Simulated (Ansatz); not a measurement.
The relaxed structure here is a generated cell of Pd: the first start was made by a random draw of sites in a space group, and the end was not matched to a known phase here, so it may be hypothetical. Known forms of Pd include space group No. 225.

A relaxed cell of Pd (P4₂/mmc (No. 131)), relaxed on a k-mesh at least as fine as the one used below. Level of theory: PBEsol (plane waves to 420 eV, PAW, scalar-relativistic; Ansatz, an electronic-structure program). Γ-centred k-mesh 8×4×7 on the run's cell (coarser than for final values), Fermi–Dirac smearing 0.05 eV.

```xyz
8
Lattice="4.3379 0.0000 0.0000 0.0000 8.6758 0.0000 0.0000 0.0000 5.0819" Properties=species:S:1:pos:R:3 pbc="T T T"
Pd     2.1690     2.1690     3.8114
Pd     2.1690     6.5069     3.8114
Pd     2.1690     2.1690     1.2705
Pd     2.1690     6.5069     1.2705
Pd     0.0000     2.1690     2.5409
Pd     0.0000     6.5069     2.5409
Pd     2.1690     0.0000     0.0000
Pd     2.1690     4.3379     0.0000
```

The atoms are displaced by (Å):

```csv
atom,ux,uy,uz
Pd1,0.041,-0.088,0.038
Pd2,-0.040,0.035,-0.021
Pd3,0.086,-0.068,-0.139
Pd4,0.108,-0.029,0.074
Pd5,0.128,-0.029,0.006
Pd6,0.106,0.077,-0.078
Pd7,0.006,0.020,0.068
Pd8,-0.056,0.013,-0.057
```

Problem. What forces (eV/Å) and pressure result?

Solution. 
```json
[
 {"atom": "Pd1", "Fx": "0.67", "Fy": "0.64", "Fz": "-2.22"},
 {"atom": "Pd2", "Fx": "0.96", "Fy": "0.16", "Fz": "1.12"},
 {"atom": "Pd3", "Fx": "0.43", "Fy": "1.59", "Fz": "3.13"},
 {"atom": "Pd4", "Fx": "0.27", "Fy": "-0.13", "Fz": "-1.74"},
 {"atom": "Pd5", "Fx": "-0.92", "Fy": "0.02", "Fz": "-0.43"},
 {"atom": "Pd6", "Fx": "-1.15", "Fy": "0.21", "Fz": "0.47"},
 {"atom": "Pd7", "Fx": "-0.15", "Fy": "-2.42", "Fz": "-0.41"},
 {"atom": "Pd8", "Fx": "-0.11", "Fy": "-0.07", "Fz": "0.07"}
]
```

Pressure +1.4 GPa.

Problem. Estimate the energy cost of the displacement in the harmonic approximation and compare with the calculation.

Solution. For a harmonic well ΔE = −½ Σ F·u = 0.557 eV a cell, or 70 meV/atom. The calculated energy relative to the undisplaced cell is +0.06 eV/atom, so the harmonic estimate holds well.

The undisplaced cell is probably no minimum: from this displacement the run went on to Fm-3m (No. 225), 1.25 eV/atom below it.

No spin polarisation in the result.
